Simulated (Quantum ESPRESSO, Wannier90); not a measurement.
**Wannier functions of Hf₂Ge (I4/mcm)**

```
begin unit_cell_cart
ang
   -3.2902750000    3.2902750000    2.6464750000
    3.2902750000   -3.2902750000    2.6464750000
    3.2902750000    3.2902750000   -2.6464750000
end unit_cell_cart
begin atoms_frac
Hf  -0.1557600000 -0.3442400000  0.5000000000
Hf   0.1557600000  0.3442400000  0.5000000000
Hf  -0.3442400000  0.1557600000 -0.1884800000
Hf   0.3442400000 -0.1557600000  0.1884800000
Ge  -0.2500000000 -0.2500000000  0.0000000000
Ge   0.2500000000  0.2500000000  0.0000000000
end atoms_frac
```

Cell from Materials Project (mp-9939), symmetrised, no further relaxation. Not found in the COD (Crystallography Open Database) copy used; not checked further. Level: PBEsol, no spin polarisation, no spin-orbit coupling; pw.x of Quantum ESPRESSO at 63 Ry with PseudoDojo potentials, 4×4×4 k-points, Wannier90. Density: 8×8×8 mesh, cold smearing 0.01 Ry. Spin-orbit coupling is left out although heavy elements are present.

A tight-binding model is made by disentanglement and projection with no localisation steps (num_iter = 0), so the 44 orbitals stay atom-like: hydrogen-like Hf: s;p;d; Ge: s;p, axes along x, y, z; frozen window up to 1.50 eV relative to the Fermi level. It follows pw.x to 24 meV rms for states up to 1.0 eV relative to the Fermi level. Matrix elements depend on this choice of orbitals and windows.

### Question
Which pairs of orbitals on different sites are coupled most strongly? Give distance, modulus and how many such pairs a cell has.

### Answer
| orbital | orbital | distance of the centres (Å) | modulus (eV) | pairs |
|---|---|---|---|---|
| Ge pz | Ge pz | 2.65 | 2.83 | 2 |
| Ge pz | Ge s | 2.65 | 1.67 | 4 |
| Ge px | Hf px | 2.91 | 1.60 | 8 |
| Ge py | Hf py | 2.91 | 1.60 | 8 |
| Ge px | Hf s | 2.81 | 1.50 | 8 |
| Ge py | Hf s | 2.81 | 1.50 | 8 |
| Hf py | Hf py | 3.43 | 1.48 | 4 |
| Hf px | Hf px | 3.43 | 1.48 | 4 |
| Hf pz | Hf pz | 3.25 | 1.46 | 4 |
| Hf dxy | Hf s | 2.91 | 1.36 | 4 |
| Hf px | Hf py | 3.00 | 1.36 | 4 |
| Hf dxy | Hf dxy | 2.91 | 1.30 | 2 |
| Hf px | Hf s | 2.96 | 1.29 | 4 |
| Hf py | Hf s | 2.96 | 1.29 | 4 |
| Hf dxy | Hf px | 2.96 | 1.26 | 4 |
| Hf dxy | Hf py | 2.96 | 1.26 | 4 |
| Hf pz | Hf pz | 3.29 | 1.24 | 8 |
| Ge px | Hf dxz | 2.81 | 1.21 | 8 |
| Ge py | Hf dyz | 2.81 | 1.21 | 8 |
| Ge s | Hf py | 2.91 | 1.16 | 8 |
| Ge s | Hf px | 2.91 | 1.16 | 8 |
| Hf s | Hf s | 2.92 | 1.14 | 2 |
| Hf pz | Hf s | 3.21 | 1.08 | 8 |
| Ge px | Hf pz | 2.84 | 1.07 | 8 |
| Ge py | Hf pz | 2.84 | 1.07 | 8 |
| Hf dxz | Hf pz | 3.32 | 1.00 | 8 |
| Hf dyz | Hf pz | 3.32 | 1.00 | 8 |
| Hf px | Hf pz | 3.29 | 0.98 | 8 |
| Hf py | Hf pz | 3.29 | 0.98 | 8 |
| Ge px | Hf dxy | 2.81 | 0.96 | 8 |
